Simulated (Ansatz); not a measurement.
CaSi2Au2 in space group I4/mmm (No. 139; Ca on 2a, Si on 4e, Au on 4d), the program Ansatz at the r²SCAN level (PAW), all energies at zero smearing, with the estimated change up to a 700 eV cutoff added, with one set of potentials and settings (totals compare only within such a set). Cell of 5 atoms (1 Ca, 2 Si, 2 Au): -29429.375 eV.

```json
[
 {"element": "Ca", "reference phase": "Fm-3m, 1 atoms in the cell", "E (eV/atom)": "-1821.6752"},
 {"element": "Si", "reference phase": "Fd-3m, 2 atoms in the cell", "E (eV/atom)": "-639.0667"},
 {"element": "Au", "reference phase": "Fm-3m, 1 atoms in the cell", "E (eV/atom)": "-13163.5078"}
]
```

Formation energy per atom, worked out: (-29429.375 − 1×(-1821.6752) − 2×(-639.0667) − 2×(-13163.5078))/5 = -0.510 eV/atom (-49 kJ per mol of atoms), at 0 K, without zero-point energy or fitted corrections.

The first step of the workflow began from a Materials Project structure, measured or hypothetical; the Crystallography Open Database files this formula in space group No. 139, but the cells were not matched. Its standing as an ambient phase is unchecked. Symmetry was held in the r²SCAN relaxation; whether a distortion lowers the energy is not shown. The references are the lowest solids computed at this level, not always the standard phases. Scalar-relativistic: spin–orbit coupling is off unless named, which matters more the heavier the elements.

Potentials: the later of the program's two PAW sets.
